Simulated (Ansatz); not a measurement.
TiAl:
```xyz
2
Lattice="2.8219 0.0000 0.0000 0.0000 2.8219 0.0000 0.0000 0.0000 4.0773" Properties=species:S:1:pos:R:3 pbc="T T T"
Al     1.4109     1.4109     2.0387
Ti     0.0000     0.0000     0.0000
```

Relaxed with PBE.

Task: Map the valence electron density (e/Å³), cut off at 0.7 on the plane through (0.500, 0.500, 0.500) spanned by u = [1, 0, 0] and v = [0, 1, 1] in lattice vectors, from DFT-PBE in the program Ansatz with PAW potentials.

Result: x is the fraction of u, y of v (the angle between them is 90°; rows are the nearest grid lines); atoms in the plane: Al at (0.00, 0.00), Ti at (0.50, 0.50).
```
y \ x   0.000  0.0625  0.188  0.250  0.375  0.438  0.562  0.625  0.750  0.812  0.938   1.00
------  -----  ------  -----  -----  -----  -----  -----  -----  -----  -----  -----  -----
1.00    0.063   0.066  0.109  0.172  0.231  0.226  0.226  0.231  0.172  0.109  0.066  0.063
0.920   0.081   0.087  0.156  0.202  0.224  0.216  0.216  0.224  0.202  0.156  0.087  0.081
0.840   0.211   0.215  0.227  0.224  0.202  0.195  0.195  0.202  0.224  0.227  0.215  0.211
0.760   0.230   0.227  0.211  0.202  0.192  0.191  0.191  0.192  0.202  0.211  0.227  0.230
0.680   0.201   0.200  0.209  0.238  0.405  0.526  0.526  0.405  0.238  0.209  0.200  0.201
0.600   0.206   0.214  0.364  0.700  0.700  0.700  0.700  0.700  0.700  0.364  0.214  0.206
0.520   0.228   0.247  0.700  0.700  0.700  0.700  0.700  0.700  0.700  0.700  0.247  0.228
0.480   0.228   0.247  0.700  0.700  0.700  0.700  0.700  0.700  0.700  0.700  0.247  0.228
0.400   0.206   0.214  0.364  0.700  0.700  0.700  0.700  0.700  0.700  0.364  0.214  0.206
0.320   0.201   0.200  0.209  0.238  0.405  0.526  0.526  0.405  0.238  0.209  0.200  0.201
0.240   0.230   0.227  0.211  0.202  0.192  0.191  0.191  0.192  0.202  0.211  0.227  0.230
0.160   0.211   0.215  0.227  0.224  0.202  0.195  0.195  0.202  0.224  0.227  0.215  0.211
0.0800  0.081   0.087  0.156  0.202  0.224  0.216  0.216  0.224  0.202  0.156  0.087  0.081
0.000   0.063   0.066  0.109  0.172  0.231  0.226  0.226  0.231  0.172  0.109  0.066  0.063
```

The density is the valence pseudo-density with augmentation charge, so density and ELF within about 1 Å of a nucleus are not all-electron values.

Space group P4/mmm (L1₀ or tetragonal B2). The cell was relaxed with PBE under the symmetry of its start; phonons on a q-mesh show no instability. The run is not spin-polarised.

Potentials: the later of the program's two PAW sets.
